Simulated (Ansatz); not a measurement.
BN (h-BN type, space group P6_3/mmc)

```
CELL_PARAMETERS angstrom
      2.50644     0.00000     0.00000
     -1.25322     2.17064     0.00000
      0.00000     0.00000     6.61469
ATOMIC_POSITIONS crystal
  B  0.33333 0.66667 0.25000
  B  0.66667 0.33333 0.75000
  N  0.33333 0.66667 0.75000
  N  0.66667 0.33333 0.25000
```

E(V) scan at fixed shape, V₀ the volume above. Symmetry pins the atoms to their sites.

All values below come from PBE-D3(BJ) (plane waves to 420 eV, PAW, scalar-relativistic; Ansatz, a quantum-chemistry and plane-wave program). k mesh 15×15×5 (Γ-centred), Fermi-Dirac smearing 0.05 eV. The energy includes the smearing's −TS. With the shape held, the modulus is that of even scaling; a crystal free to change shape is softer. BN was relaxed with its symmetry unable to fall. ΔE is measured from the relaxed starting cell.

| V (Å³/atom) | ΔE (meV/atom) |
|---|---|
| 8.097 | 80.0 |
| 8.322 | 43.1 |
| 8.547 | 18.4 |
| 8.772 | 4.4 |
| 8.997 | 0.0 |
| 9.222 | 4.1 |
| 9.447 | 15.8 |
| 9.672 | 34.2 |
| 9.897 | 58.7 |

What is the fitted pressure derivative B₀′?

3.7.

What bulk modulus at fixed cell shape B₀ follows from a third-order Birch-Murnaghan fit?

242 GPa. Check by three points about V = 8.997 Å³/atom, step 0.225: d²E/dV² ≈ (4.4 − 2·0.0 + 4.1) meV / 0.225² = 0.168 eV/Å⁶, and V·d²E/dV² × 160.2 = 242 GPa.

(Under strain, the slope of the energy per volume gives the stress and its curvature an elastic modulus.)
